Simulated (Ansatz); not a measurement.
K:
```yaml
crystal:
  lattice:
    - [-2.67301, 2.67301, 2.67301]
    - [2.67301, -2.67301, 2.67301]
    - [2.67301, 2.67301, -2.67301]
  atoms:
    - { symbol: K, position: [0.00000, 0.00000, 0.00000] }
```

Relaxed with r²SCAN.

Task: List the phonon frequencies at the special points (DFPT on a 4×4×4 q-mesh, Fourier-interpolated; plane-wave PAW r²SCAN (Ansatz code)).

Result: In cm⁻¹.

```json
[
 {"q": "Γ", "frequencies": "0 0 0"},
 {"q": "H", "frequencies": "75 75 75"},
 {"q": "N", "frequencies": "19 49 79"},
 {"q": "P", "frequencies": "61 61 61"}
]
```

Space group Im-3m (bcc (W type)). The r²SCAN relaxation kept the symmetry of its start; phonons on a q-mesh show no instability. As this level gives no gap, phonon frequencies hold no LO–TO term and depend on the k-mesh and smearing (Fermi–Dirac, 0.1 eV here).

Potentials: the later of the program's two PAW sets.
